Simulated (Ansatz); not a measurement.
**Formation energy of SbAs (Stibarsen)**

```yaml
crystal:
  lattice:
    - [2.02445, 1.16882, 3.30623]
    - [-2.02445, 1.16882, 3.30623]
    - [0.00000, -2.33763, 3.30623]
  atoms:
    - { symbol: Sb, position: [0.50000, 0.50000, 0.50000] }
    - { symbol: As, position: [0.00000, 0.00000, 0.00000] }
```

The cell comes from a relaxation on PAW files under the same functional, begun from a database entry that needn't be the ground state.

All numbers are LDA results (scalar-relativistic) from Ansatz 0.2.0, with a Γ-centred 12×12×12 k mesh, Fermi–Dirac smearing of 0.05 eV, no spin polarisation. Methods: LAPW: all electrons, basis error target 0.5 meV/atom; PAW: frozen-core files, cutoff 420 eV; crystal datasets: all electrons, by PAW datasets that the program makes for each cell.

The elements are taken as As grey As, Sb A7, each relaxed on PAW files under the same functional and computed by the same method as the compound; zero-point and thermal terms are left out. LDA tends to overbind the layered or molecular reference states.

Spin–orbit coupling is left out, which matters for the heavy atoms. The PAW files were made under PBE.

(1) Give the formation energy by each method, with the residual pressure at this cell and the LAPW gap.

(2) Give the LAPW value for one formula unit in kJ/mol.

Answers

(1) 

```
          method  ΔE(formation) (eV/atom)  P at this cell (GPa)  gap (eV)
            LAPW                    0.032                  0.02      0.00
             PAW                    0.032                  0.00         –
crystal datasets                    0.032                  0.01         –
```

(2) 0.032 eV/atom × 2 atoms × 96.485 kJ/(mol·eV) = 6.2 kJ/mol, at zero temperature and without zero-point motion.
